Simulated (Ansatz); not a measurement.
BiB:
```yaml
crystal:
  lattice:
    - [0.00000, 2.63842, 2.63842]
    - [2.63842, 0.00000, 2.63842]
    - [2.63842, 2.63842, 0.00000]
  atoms:
    - { symbol: Bi, position: [0.00000, 0.00000, 0.00000] }
    - { symbol: B, position: [0.50000, 0.50000, 0.50000] }
```

Relaxed with PBE.

**Question.** List the phonon frequencies at the special points (DFPT on a 4×4×4 q-mesh, Fourier-interpolated; DFT-PBE in the program Ansatz with PAW potentials).

**Answer.** In cm⁻¹; no LO–TO term at Γ, as the run had none.

```json
[
 {"q": "Γ", "frequencies": "0 0 0 205 205 205"},
 {"q": "X", "frequencies": "64 64 106 234 234 259"},
 {"q": "U", "frequencies": "63 85 99 232 267 277"},
 {"q": "K", "frequencies": "63 85 99 232 267 277"},
 {"q": "L", "frequencies": "53 53 107 260 260 347"},
 {"q": "W", "frequencies": "71 90 90 241 241 298"}
]
```

Space group Fm-3m (rock salt). The cell is a constructed one: a structure type filled with these elements; neither database checked (COD, Materials Project) lists it. Whether it is the stable phase at ambient conditions was not checked. The PBE relaxation kept the symmetry of its start; phonons on a q-mesh show no instability. As this level gives no gap, phonon frequencies hold no LO–TO term and depend on the k-mesh and smearing (Fermi–Dirac, 0.1 eV here). Spin–orbit coupling is left out wherever it is not named.

Potentials: the later of the program's two PAW sets.
